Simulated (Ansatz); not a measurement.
## Deforming Pd

```xyz
1
Lattice="0.0000 1.9449 1.9449 1.9449 0.0000 1.9449 1.9449 1.9449 0.0000" Properties=species:S:1:pos:R:3 pbc="T T T"
Pd    0.0000    0.0000    0.0000
```

The cell comes from COD entry 9008478, which wasn't checked; take it as a given geometry.

Spin polarisation is left out, and whether a magnetic state lies lower isn't shown here.

Theory: DFT, LDA, all-electron LAPW, scalar-relativistic in Ansatz 0.2.0.

The runs use a Γ-centred 18×18×18 k mesh, Fermi–Dirac smearing of 0.05 eV, basis error target 0.25 meV/atom, no spin polarisation.

The unchanged cell is at -8.05 GPa.

In a metal, stresses and small energies carry noise from the k mesh.

x, y and z are the Cartesian axes of the cell as listed; fractional coordinates follow a strain, and an engineering shear is twice the off-diagonal strain component.

**Question.** With this change (equal xy, yz and zx engineering shear strains of -3 %), what becomes of the energy and stress?

**Answer.** Energy change +8 meV/atom; stress change (xx, yy, zz, yz, xz, xy) 0.53, 0.53, 0.53, 2.06, 2.06, 2.06 GPa, compression positive.

**Question.** With this change (equal xy, yz and zx engineering shear strains of -1 %), what becomes of the energy and stress?

**Answer.** Energy change under 1 meV/atom; stress change (xx, yy, zz, yz, xz, xy) 0.06, 0.06, 0.06, 0.67, 0.67, 0.67 GPa, compression positive.

**Question.** With this change (equal xy, yz and zx engineering shear strains of +2 %), what becomes of the energy and stress?

**Answer.** Energy change +3 meV/atom; stress change (xx, yy, zz, yz, xz, xy) 0.24, 0.24, 0.24, -1.37, -1.37, -1.37 GPa, compression positive.

**Question.** With this change (equal xy, yz and zx engineering shear strains of -2 %), what becomes of the energy and stress?

**Answer.** Energy change +4 meV/atom; stress change (xx, yy, zz, yz, xz, xy) 0.23, 0.23, 0.23, 1.36, 1.36, 1.36 GPa, compression positive.

With equal xy, yz and zx engineering shear strains of +1 %: energy change under 1 meV/atom; stress change (xx, yy, zz, yz, xz, xy) 0.06, 0.06, 0.06, -0.68, -0.68, -0.68 GPa, compression positive.

**Question.** With this change (equal xy, yz and zx engineering shear strains of +3 %), what becomes of the energy and stress?

**Answer.** Energy change +8 meV/atom; stress change (xx, yy, zz, yz, xz, xy) 0.53, 0.53, 0.53, -2.10, -2.10, -2.10 GPa, compression positive.
